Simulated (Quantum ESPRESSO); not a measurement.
## Ir2GaAg3ZrTi (finding a planted mistake in a log)

Computed values, not a measurement. The program is pw.x of Quantum ESPRESSO 7.5 (plane-wave density functional theory). The cell is made up: eight metal atoms on a face-centred cubic lattice, with elements, volume, strain and displacements drawn at random and not relaxed, so it may be unstable or far from any real phase. PseudoDojo standard norm-conserving files set the functional (PBE unless stated); there is no spin polarisation or spin-orbit coupling, the Fermi-Dirac width of 0.25 eV means electrons at about 2900 K, and the masses in the input are unused placeholders. Heavy elements are run without spin-orbit coupling, which real alloys of them have. A spin test at this wide smearing found no moment, but such smearing suppresses magnetism that the real alloy may have.

Intended input:

```
&control calculation='scf', pseudo_dir='./dojo.nc.sr.pbe.v0_5.standard.upf', outdir='./o', disk_io='minimal', tprnfor=.true., tstress=.true. /
&system ibrav=0, nat=8, ntyp=5, nbnd=78, ecutwfc=84.00895049, nosym=.true., tot_charge=0,
 occupations='smearing', smearing='fd', degauss=0.0183746611
/
&electrons conv_thr=1.470e-08, electron_maxstep=70, mixing_beta=0.5 /
ATOMIC_SPECIES
Ag 1.0 Ag.upf
Ga 1.0 Ga.upf
Ir 1.0 Ir.upf
Ti 1.0 Ti.upf
Zr 1.0 Zr.upf
CELL_PARAMETERS angstrom
0.0194 2.1075 2.1168
-4.2506 -0.0097 -0.0291
0.0389 -8.4358 8.4733
ATOMIC_POSITIONS angstrom
Ir 0.0212 0.0157 -0.017
Ir 0.0395 -2.1257 2.0964
Ga -0.0194 -4.2348 4.2507
Ag 0.0044 -6.3206 6.4031
Ag -2.0623 -0.0042 2.0656
Zr -2.0247 -2.1091 4.2329
Ti -2.0448 -4.2256 6.3261
Ag -2.0906 -6.3933 8.4372
K_POINTS automatic
8 6 2 1 1 1
```

The log is shortened where brackets say so; the opening notice, blank lines, dates and the lines on written files are dropped, and the path of the files is cut. It prints rydbergs, bohrs and kilobars, and counts compression as positive stress. Its total energy is the free energy E - TS of the whole cell.

Log of the intended run:

```
     Program PWSCF v.7.5
     Parallel version (MPI & OpenMP), running on       4 processor cores
     Number of MPI processes:                 4
     Threads/MPI process:                     1
     [start-up lines left out]
     bravais-lattice index     =            0
     lattice parameter (alat)  =       5.6448  a.u.
     unit-cell volume          =    1024.3945 (a.u.)^3
     number of atoms/cell      =            8
     number of atomic types    =            5
     number of electrons       =       128.00
     number of Kohn-Sham states=           78
     kinetic-energy cutoff     =      84.0090  Ry
     charge density cutoff     =     336.0358  Ry
     scf convergence threshold =      1.5E-08
     mixing beta               =       0.5000
     number of iterations used =            8  plain     mixing
     Exchange-correlation= PBE
                           (   1   4   3   4   0   0   0)
     [axes and pseudopotential details left out]
   Cartesian axes
     site n.     atom                  positions (alat units)
         1        Ir     tau(   1) = (   0.0070972   0.0052559  -0.0056911  )
         2        Ir     tau(   2) = (   0.0132235  -0.7116263   0.7018175  )
         3        Ga     tau(   3) = (  -0.0064946  -1.4176954   1.4230183  )
         4        Ag     tau(   4) = (   0.0014730  -2.1159643   2.1435831  )
         5        Ag     tau(   5) = (  -0.6904017  -0.0014060   0.6915065  )
         6        Zr     tau(   6) = (  -0.6778143  -0.7060691   1.4170594  )
         7        Ti     tau(   7) = (  -0.6845432  -1.4146155   2.1178056  )
         8        Ag     tau(   8) = (  -0.6998758  -2.1403023   2.8245442  )
     number of k points=    48  Fermi-Dirac smearing, width (Ry)=  0.0184
                       cart. coord. in units 2pi/alat
        k(    1) = (  -0.0591691   0.0001678   0.0885715), wk =   0.0416667
        k(    2) = (  -0.0587677   0.0886900   0.0004345), wk =   0.0416667
     [further k points left out]
     Dense  grid:   106621 G-vectors     FFT dimensions: (  36,  48, 135)
     Estimated max dynamical RAM per process >     396.81 MB
     Estimated total dynamical RAM >       1.47 GB
     Initial potential from superposition of free atoms
     starting charge     127.9917, renormalised to     128.0000
     Starting wfcs are   79 randomized atomic wfcs
     total cpu time spent up to now is        5.3 secs
     per-process dynamical memory:   296.6 Mb
     Self-consistent Calculation
     iteration #  1     ecut=    84.01 Ry     beta= 0.50
     Davidson diagonalization with overlap
     ethr =  1.00E-02,  avg # of iterations =  5.2
     total cpu time spent up to now is       19.8 secs
     total energy              =   -1760.79409302 Ry
     estimated scf accuracy    <       4.40937256 Ry
     iteration #  2     ecut=    84.01 Ry     beta= 0.50
     Davidson diagonalization with overlap
     ethr =  3.44E-03,  avg # of iterations =  4.4
     total cpu time spent up to now is       35.5 secs
     total energy              =   -1754.51380660 Ry
     estimated scf accuracy    <     195.34147876 Ry
     [iterations 3 to 17 left out]
     iteration # 18     ecut=    84.01 Ry     beta= 0.50
     Davidson diagonalization with overlap
     ethr =  6.08E-11,  avg # of iterations =  2.0
     total cpu time spent up to now is      217.9 secs
     total energy              =   -1763.65071546 Ry
     estimated scf accuracy    <       0.00000003 Ry
     iteration # 19     ecut=    84.01 Ry     beta= 0.50
     Davidson diagonalization with overlap
     ethr =  2.50E-11,  avg # of iterations =  2.0
     total cpu time spent up to now is      228.5 secs
     End of self-consistent calculation
     [lines on levels left out]
!    total energy              =   -1763.65071545 Ry
     estimated scf accuracy    <       0.00000001 Ry
     smearing contrib. (-TS)   =      -0.11368209 Ry
     internal energy E=F+TS    =   -1763.53703336 Ry
     The total energy is F=E-TS. E is the sum of the following terms:
     one-electron contribution =    -772.81070250 Ry
     hartree contribution      =     452.32353870 Ry
     xc contribution           =    -305.14083428 Ry
     ewald contribution        =   -1137.90903529 Ry
     convergence has been achieved in  19 iterations
     Forces acting on atoms (cartesian axes, Ry/au):
     atom    1 type  3   force =     0.00088857   -0.02645402    0.02207252
     atom    2 type  3   force =     0.00027416   -0.01339861    0.01409004
     atom    3 type  2   force =     0.01898846   -0.00707351    0.00588519
     atom    4 type  1   force =     0.00553412   -0.00529810   -0.00265670
     atom    5 type  1   force =    -0.00272504    0.00688432   -0.00552496
     atom    6 type  5   force =    -0.01399742    0.04336671   -0.04218801
     atom    7 type  4   force =    -0.00927621    0.00299579    0.00028224
     atom    8 type  1   force =     0.00031336   -0.00102258    0.00803968
     Total force =     0.078610     Total SCF correction =     0.000651
     Computing stress (Cartesian axis) and pressure
          total   stress  (Ry/bohr**3)                   (kbar)     P=     -126.32
  -0.00091202  -0.00002988  -0.00001936         -134.16       -4.40       -2.85
  -0.00002988  -0.00082477   0.00008272           -4.40     -121.33       12.17
  -0.00001936   0.00008272  -0.00083940           -2.85       12.17     -123.48
     init_run     :      5.03s CPU      5.26s WALL (       1 calls)
     electrons    :    217.29s CPU    223.15s WALL (       1 calls)
     forces       :      2.00s CPU      2.02s WALL (       1 calls)
     stress       :      6.74s CPU      6.89s WALL (       1 calls)
     [timing details left out]
     PWSCF        :   3m51.20s CPU   3m57.47s WALL
     JOB DONE.
```

A second run was made from an input with one planted mistake. Its log:

```
     Program PWSCF v.7.5
     Parallel version (MPI & OpenMP), running on       4 processor cores
     Number of MPI processes:                 4
     Threads/MPI process:                     1
     [start-up lines left out]
     bravais-lattice index     =            0
     lattice parameter (alat)  =       5.6448  a.u.
     unit-cell volume          =    1024.3945 (a.u.)^3
     number of atoms/cell      =            8
     number of atomic types    =            5
     number of electrons       =       128.00
     number of Kohn-Sham states=           78
     kinetic-energy cutoff     =      84.0090  Ry
     charge density cutoff     =     336.0358  Ry
     scf convergence threshold =      1.5E-08
     mixing beta               =       0.5000
     number of iterations used =            8  plain     mixing
     Exchange-correlation= PBE
                           (   1   4   3   4   0   0   0)
     [axes and pseudopotential details left out]
   Cartesian axes
     site n.     atom                  positions (alat units)
         1        Ir     tau(   1) = (   0.0070972   0.0052559  -0.0056911  )
         2        Ir     tau(   2) = (   0.0132235  -0.7116263   0.7018175  )
         3        Ga     tau(   3) = (  -0.0064946  -1.4176954   1.4230183  )
         4        Ag     tau(   4) = (   0.0014730  -2.1159643   2.1435831  )
         5        Ag     tau(   5) = (  -0.6904017  -0.0014060   0.6915065  )
         6        Ag     tau(   6) = (  -0.6778143  -0.7060691   1.4170594  )
         7        Ti     tau(   7) = (  -0.6845432  -1.4146155   2.1178056  )
         8        Zr     tau(   8) = (  -0.6998758  -2.1403023   2.8245442  )
     number of k points=    48  Fermi-Dirac smearing, width (Ry)=  0.0184
                       cart. coord. in units 2pi/alat
        k(    1) = (  -0.0591691   0.0001678   0.0885715), wk =   0.0416667
        k(    2) = (  -0.0587677   0.0886900   0.0004345), wk =   0.0416667
     [further k points left out]
     Dense  grid:   106621 G-vectors     FFT dimensions: (  36,  48, 135)
     Estimated max dynamical RAM per process >     396.81 MB
     Estimated total dynamical RAM >       1.47 GB
     Initial potential from superposition of free atoms
     starting charge     127.9917, renormalised to     128.0000
     Starting wfcs are   79 randomized atomic wfcs
     total cpu time spent up to now is        5.4 secs
     per-process dynamical memory:   304.6 Mb
     Self-consistent Calculation
     iteration #  1     ecut=    84.01 Ry     beta= 0.50
     Davidson diagonalization with overlap
     ethr =  1.00E-02,  avg # of iterations =  5.1
     total cpu time spent up to now is       19.5 secs
     total energy              =   -1761.91652588 Ry
     estimated scf accuracy    <       2.84457598 Ry
     iteration #  2     ecut=    84.01 Ry     beta= 0.50
     Davidson diagonalization with overlap
     ethr =  2.22E-03,  avg # of iterations =  4.1
     total cpu time spent up to now is       33.9 secs
     total energy              =   -1757.83787775 Ry
     estimated scf accuracy    <     108.37074503 Ry
     [iterations 3 to 17 left out]
     iteration # 18     ecut=    84.01 Ry     beta= 0.50
     Davidson diagonalization with overlap
     ethr =  1.78E-10,  avg # of iterations =  1.2
     total cpu time spent up to now is      213.3 secs
     total energy              =   -1763.61270015 Ry
     estimated scf accuracy    <       0.00000002 Ry
     iteration # 19     ecut=    84.01 Ry     beta= 0.50
     Davidson diagonalization with overlap
     ethr =  1.85E-11,  avg # of iterations =  2.6
     total cpu time spent up to now is      224.6 secs
     End of self-consistent calculation
     [lines on levels left out]
!    total energy              =   -1763.61270014 Ry
     estimated scf accuracy    <       0.00000001 Ry
     smearing contrib. (-TS)   =      -0.12596475 Ry
     internal energy E=F+TS    =   -1763.48673539 Ry
     The total energy is F=E-TS. E is the sum of the following terms:
     one-electron contribution =    -701.74291129 Ry
     hartree contribution      =     416.68640797 Ry
     xc contribution           =    -305.14658899 Ry
     ewald contribution        =   -1173.28364308 Ry
     convergence has been achieved in  19 iterations
     Forces acting on atoms (cartesian axes, Ry/au):
     atom    1 type  3   force =     0.00152064   -0.00005798    0.00025690
     atom    2 type  3   force =     0.00417517    0.01156830   -0.00968745
     atom    3 type  2   force =     0.00916191    0.00793134   -0.00875369
     atom    4 type  1   force =     0.00750376    0.00758255   -0.01989778
     atom    5 type  1   force =    -0.00424917   -0.01494448    0.01612176
     atom    6 type  1   force =    -0.00783450    0.00867953   -0.00998514
     atom    7 type  4   force =    -0.00900538    0.01882701   -0.01460779
     atom    8 type  5   force =    -0.00127244   -0.03958626    0.04655319
     Total force =     0.078123     Total SCF correction =     0.000708
     Computing stress (Cartesian axis) and pressure
          total   stress  (Ry/bohr**3)                   (kbar)     P=     -109.68
  -0.00080120  -0.00000457  -0.00004294         -117.86       -0.67       -6.32
  -0.00000457  -0.00072822  -0.00001025           -0.67     -107.12       -1.51
  -0.00004294  -0.00001025  -0.00070739           -6.32       -1.51     -104.06
     init_run     :      5.10s CPU      5.32s WALL (       1 calls)
     electrons    :    213.71s CPU    219.19s WALL (       1 calls)
     forces       :      1.96s CPU      1.98s WALL (       1 calls)
     stress       :      6.66s CPU      6.80s WALL (       1 calls)
     [timing details left out]
     PWSCF        :   3m47.52s CPU   3m53.45s WALL
     JOB DONE.
```

Question: the log repeats what the program read. Compare it with the intended run: what was wrong in the second input?

Answer: two atoms have their elements exchanged. The input lines that differ:

```
- Zr -2.0247 -2.1091 4.2329
+ Ag -2.0247 -2.1091 4.2329
- Ag -2.0906 -6.3933 8.4372
+ Zr -2.0906 -6.3933 8.4372
```

|  | intended run | run with the mistake |
| --- | --- | --- |
| free energy (eV) | -23995.690 | -23995.173 |
| entropy term -TS, part of it (eV) | -1.547 | -1.714 |
| pressure (GPa) | -12.63 | -10.97 |
| size of the largest force component (eV/Å) | 1.115 | 1.197 |
| largest change of a force component (eV/Å) |  | 0.992 |
| iterations | 19 | 19 |

For scale, a rerun of the intended cell at a higher cutoff and on a denser mesh moved values by no more than 0.017 eV in energy, 0.10 GPa in stress and 0.003 eV/Å in force, and a second program with other atomic files agreed on that cell to 2 % rms in force and 0.5 GPa in pressure.